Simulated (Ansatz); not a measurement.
CaSe (rock salt, space group No. 225), PBEsol in the plane-wave PAW code Ansatz: ε∞ = 5.84, cell volume 50.52 Å³. Infrared-active transverse modes:

| ω_TO (cm⁻¹) | oscillator strength S_xx (e²/amu) |
|---|---|
| 181.9 | 0.2083 |

**Question.** Compute the static dielectric constant.

**Answer.** Each mode adds (4.921e7/V) S/ω²: 6.13. So ε0 = 12.0.

**Question.** What LO frequency does the Lyddane–Sachs–Teller relation give?

**Answer.** ω_LO = ω_TO √(ε0/ε∞) = 260 cm⁻¹.

Space group Fm-3m (rock salt). The PBEsol relaxation kept the symmetry of its start; of distortions, only those at the zone centre were tested. Scalar-relativistic: spin–orbit coupling is off unless named, which matters more the heavier the elements.

Potentials: the later of the program's two PAW sets.
